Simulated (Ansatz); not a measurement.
What does Ansatz print for the nuclei with this input?

The cell is a computed structure from the Materials Project (it need not be an observed phase).

```yaml
crystal:
  lattice:
    - [2.5016395345, 0.0, 0.0]
    - [-1.2508197673, 2.166483388, 0.0]
    - [0.0, 0.0, 7.36932017]
  atoms:
    - { symbol: B, position: [0.6666666667, 0.3333333333, 0.75] }
    - { symbol: B, position: [0.3333333333, 0.6666666667, 0.25] }
    - { symbol: "N", position: [0.0, 0.0, 0.75] }
    - { symbol: "N", position: [0.0, 0.0, 0.25] }
kpoints:
  mp_grid: { grid: [13, 13, 4] }
scf:
  occupations: { method: fermi_dirac, width: 0.02 }
hamiltonian:
  xc: pbe
  pseudopotentials: { kind: paw, frozen_core: stored }
output:
  forces: true
  stress: true
  populations: true
  efg: { quadrupole_moments_barn: { B: 0.04059, "N": 0.02044 } }
```

```sh
ansatz run input.yaml --threads 1 --pin off --max-ram 3072MiB --backend cpu --events-out ev --progress --plain --runs-dir out
```

Of the output, the block on the nuclei alone is shown; the set-up, the SCF iterations, energies, forces and stress are cut. One atom of each set with nearly equal values is shown.

```
--- PAW observables at the nuclei: V_zz in 10²¹ V/m², potentials from the cell's mean, atoms counted from 1 ---
  atom   1  B  V_zz =    +2.884943   η = 0.0000   by run symmetry: allowed   C_q = +2.8315 MHz
            electrostatic potential = -321.269997 V   contact ρ = none
  atom   3  N  V_zz =    -0.319154   η = 0.0000   by run symmetry: allowed   C_q = -0.1577 MHz
            electrostatic potential = -511.093152 V   contact ρ = none
```

The run took 2.1 s of wall time (2.1 s of CPU time) and 0.37 GiB at its peak, on 1 thread of Intel Xeon Platinum 8259CL CPU @ 2.50GHz (Skylake/Cascade Lake) (x86_64; 16 cores open to the job, memory cap 3.0 GiB, no GPU), a shared host with a load of 0.3 a core.
